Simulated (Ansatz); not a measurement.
BaTiO₃ (cubic perovskite)

```
BaTiO3
1.0
    3.99403     0.00000     0.00000
    0.00000     3.99403     0.00000
    0.00000     0.00000     3.99403
Ba Ti O
1 1 3
Direct
  0.00000   0.00000   0.00000
  0.50000   0.50000   0.50000
  0.00000   0.50000   0.50000
  0.50000   0.50000   0.00000
  0.50000   0.00000   0.50000
```

The relaxed cell is deformed in two ways at once: its volume V is scaled, and at that volume it is stretched along z (the c axis of the conventional cell) so that c/a changes. Fractional atomic positions are held.

Method: r2SCAN (plane waves to 500 eV, PAW, scalar-relativistic; Ansatz, a quantum-chemistry and plane-wave program). k mesh 8×8×8 (Γ-centred), Fermi-Dirac smearing 0.05 eV. The energy includes the smearing's −TS. BaTiO3 is run without spin polarisation. BaTiO3 was relaxed with its symmetry unable to fall. This is a high-temperature form of BaTiO3.

Changes of ΔE (kJ/mol of atoms) from the point V/V₀ = 1.000, (c/a)/(c/a)₀ = 1.000 when one coordinate moves alone (two changes are said to add if the coupling is within 5 % of the smaller one, nearly so within 20 %):

```json
[
 {"point": "V/V₀ = 1.000, (c/a)/(c/a)₀ = 0.880", "change": "9.716"},
 {"point": "V/V₀ = 1.000, (c/a)/(c/a)₀ = 0.940", "change": "2.096"},
 {"point": "V/V₀ = 0.960, (c/a)/(c/a)₀ = 1.000", "change": "1.195"},
 {"point": "V/V₀ = 0.980, (c/a)/(c/a)₀ = 1.000", "change": "0.288"},
 {"point": "V/V₀ = 1.020, (c/a)/(c/a)₀ = 1.000", "change": "0.267"},
 {"point": "V/V₀ = 1.040, (c/a)/(c/a)₀ = 1.000", "change": "1.033"},
 {"point": "V/V₀ = 1.000, (c/a)/(c/a)₀ = 1.060", "change": "1.677"},
 {"point": "V/V₀ = 1.000, (c/a)/(c/a)₀ = 1.120", "change": "6.182"}
]
```

Question: What is the change at V/V₀ = 1.040, (c/a)/(c/a)₀ = 0.940, where both move, and how far is it from the sum?

Answer: The sum of the single changes is 1.033 + (2.096) = 3.129; the calculation gives 2.848, so the coupling contributes -0.281 (over 20 % of the smaller single change, not additive).

Question: Do the two effects add at V/V₀ = 1.020, (c/a)/(c/a)₀ = 1.120? Give the computed change.

Answer: The sum of the single changes is 0.267 + (6.182) = 6.449; the calculation gives 5.974, so the coupling contributes -0.475 (over 20 % of the smaller single change, not additive).

Question: Do the two effects add at V/V₀ = 0.960, (c/a)/(c/a)₀ = 0.880? Give the computed change.

Answer: The sum of the single changes is 1.195 + (9.716) = 10.911; the calculation gives 12.268, so the coupling contributes 1.357 (over 20 % of the smaller single change, not additive).

(Under strain, the slope of the energy per volume gives the stress and its curvature an elastic modulus.)
